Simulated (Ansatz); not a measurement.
Input:

LiC:
```cif
data_C2Li2
_chemical_formula_sum 'Li2 C2'
_space_group_name_H-M_alt 'P 1'
_space_group_IT_number 1
_cell_length_a 3.99987
_cell_length_b 3.99987
_cell_length_c 3.99987
_cell_angle_alpha 126.943
_cell_angle_beta 106.166
_cell_angle_gamma 96.924
loop_
_space_group_symop_operation_xyz
  'x, y, z'
loop_
_atom_site_label
_atom_site_type_symbol
_atom_site_fract_x
_atom_site_fract_y
_atom_site_fract_z
_atom_site_occupancy
Li1 Li 0.73856 0.23856 0.50000 1
Li2 Li 0.26144 0.76144 0.50000 1
C1 C 0.86921 0.00000 0.86921 1
C2 C 0.13079 0.00000 0.13079 1
```

This is the PBEsol-relaxed structure.

### Question
All from DFT-PBEsol in the program Ansatz with PAW potentials, unless another level is named. Estimate the band gap.

### Answer
3.16 eV (indirect).

### Question
Next, the hole effective mass?

### Answer
0.89, 3.2, 4.1 mₑ (principal values).

### Question
And the smallest direct gap on the standard path?

### Answer
3.42 eV.

Space group Immm. The workflow started from a Materials Project entry (that database holds measured and hypothetical structures alike); the Crystallography Open Database files this formula in space group No. 71, but the cells were not matched. Its standing as an ambient phase is unchecked. The PBEsol relaxation kept the symmetry of its start; whether a distortion lowers the energy is not shown.

Potentials: the later of the program's two PAW sets.
